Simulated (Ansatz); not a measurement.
Si in space group C2/m (No. 12; Si on 4i, Si on 4i, Si on 4i, Si on 4i) under volume change, the program Ansatz at the PBEsol level (PAW), shape and atoms relaxed at each volume.

```tsv
V (Å³/atom)	E − E(relaxed) (meV/atom)	P (GPa)
18.937	52.1	9.60
19.561	22.0	5.93
20.185	(withheld)	(withheld)
20.810	0.0	0.00
21.434	4.7	-2.36
22.058	17.9	-4.38
22.682	(withheld)	(withheld)
```

### Question
Fill in the missing entries.

### Answer

- 22.682, E − E(relaxed) (meV/atom): 38.4
- 22.682, P (GPa): -6.10
- 20.185, E − E(relaxed) (meV/atom): 5.2
- 20.185, P (GPa): 2.75

### Question
What does a third-order Birch–Murnaghan fit give for V₀, B₀ and B′?

### Answer
V₀ = 20.81 Å³/atom, B₀ = 84.3 GPa, B′ = 4.0.

The workflow started from a Materials Project entry (that database holds measured and hypothetical structures alike); the Crystallography Open Database copy checked does not list it. It is not the phase usual at ambient conditions (space group No. 227). The cell was relaxed with PBEsol under the symmetry of its start; its stability against distortions is not shown here.

Potentials: the earlier of the program's two PAW sets.
